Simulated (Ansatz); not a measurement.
S:
```xyz
32
Lattice="0.0000 7.7366 12.3888 6.3966 0.0000 12.3888 6.3966 7.7366 0.0000" Properties=species:S:1:pos:R:3 pbc="T T T"
S      9.7948    12.6192    20.6521
S      9.3949    10.5905    20.6521
S      9.7948    10.5905    16.5142
S      9.3949    12.6192    16.5142
S      6.1966     6.7222    10.3198
S      6.5966     8.7510    10.3198
S      6.1966     8.7510    14.4577
S      6.5966     6.7222    14.4577
S     11.3639    13.0041    21.9463
S      7.8258    10.2057    21.9463
S     11.3639    10.2057    15.2200
S      7.8258    13.0041    15.2200
S      4.6275     6.3374     9.0256
S      8.1656     9.1358     9.0256
S      4.6275     9.1358    15.7519
S      8.1656     6.3374    15.7519
S     10.6088     5.8849    11.3836
S      2.1843     9.5883    11.3836
S     10.6088     9.5883    13.3940
S      2.1843     5.8849    13.3940
S      5.3826     5.7200     7.1996
S      7.4105     9.7531     7.1996
S      5.3826     9.7531    17.5780
S      7.4105     5.7200    17.5780
S      4.1507    12.0113    12.6811
S      8.6425     3.4619    12.6811
S      4.1507     3.4619    12.0964
S      8.6425    12.0113    12.0964
S      5.4442     7.3301     5.9020
S      7.3490     8.1430     5.9020
S      5.4442     8.1430    18.8755
S      7.3490     7.3301    18.8755
```

Relaxed with PBE. Special points in fractions of this cell's reciprocal vectors: Γ (0.000, 0.000, 0.000); Y (0.500, 0.000, 0.500); T (1.000, 0.500, 0.500); Z (0.500, 0.500, 0.000); Σ0 (0.000, 0.488, 0.488); U0 (1.000, 0.512, 0.512); C0 (0.500, 0.146, 0.646); A0 (0.500, 0.854, 0.354); L (0.500, 0.500, 0.500).

**Question.** List the band energies nearest the valence-band maximum at these points for DFT-PBE in the program Ansatz with PAW potentials.

**Answer.** In eV from the valence-band maximum; about four levels below and three above (degenerate sets whole), none deeper than 8.9 eV; points with the same levels are listed once.

```csv
k,below,above
Γ,-0.42 -0.37 -0.15 0.00,2.75 2.75 2.79
Y,-0.33 -0.33 -0.22 -0.22,2.81 2.81 2.89 2.89 2.90 2.90
T,-0.31 -0.31 -0.23 -0.23,2.72 2.72 2.75 2.75
Z,-0.40 -0.40 -0.06 -0.06,2.85 2.85 2.85 2.85
Σ0,-0.32 -0.30 -0.24 -0.23,2.72 2.72 2.75
C0,-0.36 -0.36 -0.18 -0.18,2.80 2.80 2.86 2.86
L,-0.43 -0.43 -0.28 -0.26 -0.08,2.74 2.78 2.83
```

Space group Fddd (α-S8). Symmetry was held in the PBE relaxation. The volume lies over 15 % above that of the usual cell of this phase: another minimum, or an error of the functional. A crystal of weakly bound molecules computed without a dispersion correction: the cell and the soft elastic constants depend strongly on that.

Potentials: the earlier of the program's two PAW sets.
